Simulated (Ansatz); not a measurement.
Relaxed MgB2 (AlB2 type, space group P6/mmm):

```yaml
crystal:
  lattice:
    - [3.06322, 0.00000, 0.00000]
    - [-1.53161, 2.65283, 0.00000]
    - [0.00000, 0.00000, 3.49987]
  atoms:
    - { symbol: Mg, position: [0.00000, 0.00000, 0.00000] }
    - { symbol: B, position: [0.33333, 0.66667, 0.50000] }
    - { symbol: B, position: [0.66667, 0.33333, 0.50000] }
```

In this cell atom 3 (B, nearest neighbour B at 1.769 Å; its periodic images, 3.1 Å or more away, move with it) is moved by s along Cartesian z, unit vector (0.000, 0.000, 1.000); all other atoms and the cell stay fixed.

Method: PBEsol (plane waves to 420 eV, PAW, scalar-relativistic; Ansatz, a quantum-chemistry and plane-wave program). k mesh 14×14×11 (Γ-centred), Fermi-Dirac smearing 0.05 eV. Energies are smeared free energies. Compression counts positive. With partly filled bands, energies and forces of such displacements shift with the k mesh and the smearing. MgB2 was relaxed with its symmetry unable to fall. The zero of ΔE is the undisplaced structure.

Give the computed ΔE (eV/cell) and P (GPa) at s (Å) = -0.280, -0.210, 0.070, 0.140, 0.280, 0.350.


```json
[
 {"s (Å)": "-0.280", "ΔE (eV/cell)": "0.440", "P (GPa)": "2.2"},
 {"s (Å)": "-0.210", "ΔE (eV/cell)": "0.248", "P (GPa)": "1.2"},
 {"s (Å)": "0.070", "ΔE (eV/cell)": "0.028", "P (GPa)": "0.1"},
 {"s (Å)": "0.140", "ΔE (eV/cell)": "0.111", "P (GPa)": "0.5"},
 {"s (Å)": "0.280", "ΔE (eV/cell)": "0.440", "P (GPa)": "2.2"},
 {"s (Å)": "0.350", "ΔE (eV/cell)": "0.686", "P (GPa)": "3.4"}
]
```

(A displaced cell: forces are minus the slopes of the energy, force constants its curvatures, and phonons follow from these.)
